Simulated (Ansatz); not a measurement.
Computed properties of CsTlO

CsTlO:
```yaml
crystal:
  lattice:
    - [7.14148, 1.89192, 0.00000]
    - [-7.14148, 1.89192, 0.00000]
    - [-1.86967, 0.00000, 6.34658]
  atoms:
    - { symbol: Cs, position: [0.12213, 0.87787, 0.34241] }
    - { symbol: Cs, position: [0.87787, 0.12213, 0.65759] }
    - { symbol: Tl, position: [0.34980, 0.65020, 0.14116] }
    - { symbol: Tl, position: [0.65020, 0.34980, 0.85884] }
    - { symbol: O, position: [0.75164, 0.24836, 0.20324] }
    - { symbol: O, position: [0.24836, 0.75164, 0.79676] }
```

Space group C2/m (No. 12); conventional cell a = 14.2830 Å, b = 3.7838 Å, c = 6.6162 Å, α = γ = 90.00°, β = 106.41°.

Method: r²SCAN (plane waves, PAW; program Ansatz). Geometry: relaxed at this level of theory. Other levels are named where they apply.

**Cell and energy**

Volume per atom: 28.58 Å³
Density: 6.84 g/cm³
Formation energy from the elements (no fitted shifts): -103 kJ/mol-atom

**Electronic structure**

- Band gap = 1.79 eV (indirect)
- Valence-band maximum = off the standard path, at k = (0.115, 0.219, 0.307) in fractions of the reciprocal vectors
- Conduction-band minimum = off the standard path, at k = (0.346, -0.346, 0.443) in fractions of the reciprocal vectors
- Smallest direct gap on the standard path = 2.08 eV
- Electron effective mass = 0.32, 0.44, 0.49 mₑ (principal values)
- Hole effective mass = 0.76, 1.0, 11 mₑ (principal values)

**Charges**

- Bader charges = Cs +0.77, Tl +0.47, O -1.24 e

The first step of the workflow began from a Materials Project structure, measured or hypothetical; the Crystallography Open Database copy checked does not list it. Its standing as an ambient phase is unchecked. The r²SCAN relaxation kept the symmetry of its start; whether a distortion lowers the energy is not shown. The references are the lowest solids computed at this level, not always the standard phases (solids in place of the gases). Spin–orbit coupling is left out wherever it is not named.

Potentials: the later of the program's two PAW sets.
